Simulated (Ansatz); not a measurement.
HgTe:
```yaml
crystal:
  lattice:
    - [0.00000, 3.28642, 3.28642]
    - [3.28642, 0.00000, 3.28642]
    - [3.28642, 3.28642, 0.00000]
  atoms:
    - { symbol: Te, position: [0.75000, 0.75000, 0.75000] }
    - { symbol: Hg, position: [0.00000, 0.00000, 0.00000] }
```

Relaxed with r²SCAN. Special points in fractions of this cell's reciprocal vectors: Γ (0.000, 0.000, 0.000); X (0.500, 0.000, 0.500); U (0.625, 0.250, 0.625); K (0.375, 0.375, 0.750); L (0.500, 0.500, 0.500); W (0.500, 0.250, 0.750).

Task: List the band energies nearest the Fermi level at these points for the program Ansatz at the r²SCAN with spin–orbit coupling level (PAW).

Result: In eV from the Fermi level; about four levels below and three above (degenerate sets whole), none deeper than 8.9 eV; points with the same levels are listed once.

| k | below | above |
|---|---|---|
| Γ | -0.77 -0.77 -0.75 -0.75 | 0.00 0.00 0.00 0.00 |
| X | -2.52 -2.52 -2.33 -2.33 | 1.87 1.87 2.60 2.60 |
| U | -3.06 -3.00 -2.05 -2.03 | 2.12 2.31 4.01 |
| L | -1.46 -1.46 -0.93 -0.93 | 0.69 0.69 4.87 4.87 |
| W | -2.94 -2.74 -2.64 -2.59 | 2.78 3.20 4.62 |

Space group F-43m (zinc blende). The r²SCAN relaxation kept the symmetry of its start. The Fermi level of a semimetal is unsure by some 0.05 eV on such meshes.

Potentials: the later of the program's two PAW sets.
